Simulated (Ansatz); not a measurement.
The relaxed structure here is a generated cell of Cu: the first start was made by a random draw of sites in a space group, and the end was not matched to a known phase here, so it may be hypothetical. Known forms of Cu include space group No. 225.

A relaxed structure of Cu. Space group Pm-3m (No. 221), AFLOW prototype A_cP1_221_a (A_h). The numbers are results of PBEsol (plane waves to 420 eV, PAW, scalar-relativistic; Ansatz, a program for electronic structure), not measurements.

Space group Pm-3m (No. 221); a = b = c = 2.359 Å, α = β = γ = 90.00°

```json
[
 {"atom": "Cu", "site": "1b", "symmetry": "m-3m", "x": "0.5000", "y": "0.5000", "z": "0.5000"}
]
```

For Cu, the volume per atom is 13.13 Å³. The band gap comes out as zero (metallic) and the shortest distances comes out as Cu–Cu 2.36 Å. The k-mesh is 20×20×20.

No spin polarisation in the result.

The run could not lose the symmetry of its start, so the end can be a saddle point.
